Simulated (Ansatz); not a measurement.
Ge (diamond), relaxed and computed with several functionals in Ansatz (plane waves, PAW).

```
functional  a (Å)  gap (eV)
----------  -----  --------
LDA         5.622      none
PBE+D3(BJ)  5.700      none
r²SCAN      5.672      0.37
r²SCAN+D4       ?         ?
PBEsol      5.676      none
PBE         5.762      none
```

Task: Complete the blanks.

Result: 
- r²SCAN+D4, a (Å): 5.654
- r²SCAN+D4, gap (eV): 0.46

All cells were relaxed under the symmetry of their starts (and spin orders); stability against distortions was not tested throughout. Spin–orbit coupling is left out wherever it is not named.

Potentials: the earlier of the program's two PAW sets. The files were generated under PBE; for other functionals the program regenerates the frozen cores, and for LDA and PBEsol the local potential too.

Ansatz (a program for electronic structure) is a plane-wave DFT program.
